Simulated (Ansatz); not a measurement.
Sc3TlB (anti-perovskite, space group No. 221), plane-wave PAW PBE (Ansatz code), all energies at zero smearing, with the estimated change up to a 700 eV cutoff added, with one set of potentials and settings (totals compare only within such a set). Cell of 5 atoms (1 Tl, 3 Sc, 1 B): -18009.301 eV.

| element | reference phase | E (eV/atom) |
|---|---|---|
| Tl | P6_3/mmc, 2 atoms in the cell | -11444.1498 |
| Sc | P6_3/mmc, 2 atoms in the cell | -2135.8097 |
| B | R-3m, 12 atoms in the cell | -155.9161 |

Formation energy per atom, worked out: (-18009.301 − 1×(-11444.1498) − 3×(-2135.8097) − 1×(-155.9161))/5 = -0.361 eV/atom (-35 kJ per mol of atoms), at 0 K, without zero-point energy or fitted corrections.

Space group Pm-3m (anti-perovskite). The workflow started from an entry of the Crystallography Open Database (COD). Its standing as an ambient phase is unchecked. The PBE relaxation kept the symmetry of its start; whether a distortion lowers the energy is not shown. No spin polarisation was allowed. The references are the lowest solids computed at this level, not always the standard phases. Spin–orbit coupling is left out wherever it is not named.

Potentials: the later of the program's two PAW sets.
